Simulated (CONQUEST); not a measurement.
A self-consistent single point of TePb2S (P1, 4 atoms in the cell; from Materials Project mp-1217286, changed as shown).

```yaml
crystal:
  lattice:
    - [4.37247, 0.00000, 0.00000]
    - [0.00000, 4.37247, 0.00000]
    - [0.00000, 0.00000, 6.20605]
  atoms:
    - { symbol: Te, position: [0.50730, 0.49713, 0.00474] }
    - { symbol: Pb, position: [0.99410, 0.00896, 0.98955] }
    - { symbol: Pb, position: [0.50555, 0.49417, 0.49969] }
    - { symbol: S, position: [0.99304, 0.99974, 0.50601] }
```

Method: LDA (PW92), numerical atomic orbitals double-zeta with polarisation (the shipped basis), PseudoDojo norm-conserving potentials made for LDA run with CONQUEST 1.3.

CONQUEST settings:

- basis: DZP
- Diag.MPMeshX, Y, Z: 8 8 6
- potentials: PseudoDojo norm-conserving LDA
- Grid.GridCutoff: 140 Ha
- DM.SolutionMethod: diagon
- Diag.kT: 0.001837 Ha
- Diag.GammaCentred: true
- minE.SCTolerance: 1.0e-07
- SC.MaxIters: 100
- SC.LinearMixingFactor: 0.3
- AtomMove.TypeOfRun: static

Results:

| Quantity | Result |
|---|---|
| Number of valence electrons | 50 |
| Number of bands | 67 |
| Number of k-points after the program's reduction | 262 |
| Size of the basis | 67 |
| Number of SCF iterations | 10 |
| FFT grid | 48 × 48 × 64 |
| Free energy E − TS | -6972.2222 eV |
| Top of the valence band (on the code's own zero) | -4.57 eV |
| Gap on the k-point mesh | 0.19 eV |
| Pressure | -0.63 GPa |
| Largest force (vector length) | 0.261 eV/Å |

Forces (eV/Å):
| atom | Fx | Fy | Fz |
|---|---|---|---|
| Te1 | -0.187 | 0.150 | -0.007 |
| Pb2 | 0.174 | -0.172 | -0.092 |
| Pb3 | 0.015 | 0.003 | 0.056 |
| S4 | -0.004 | 0.015 | 0.058 |

The gap is read on the k-point mesh of the run and can differ from the gap over the whole zone at this level.

For comparison: a first run was changed to give this one (atoms moved at random), and from it to this one the free energy rises by 1.1 meV/atom, the pressure moves little (-0.72 to -0.63 GPa) and the largest force goes from under 0.1 to 0.26 eV/Å.

Spin-orbit coupling is left out, which matters for bands and gaps with elements this heavy. The program uses no crystal symmetry, so grid and mesh can part values that symmetry would make equal. The atom-centred basis is finite, which shifts total energies, pressures, gaps and forces against plane waves. The structure comes from a collection of computed structures, made at another level of theory; the collection holds predicted forms beside known ones. Its lattice was then scaled.

Cost on one core: very roughly 3 core-minutes.
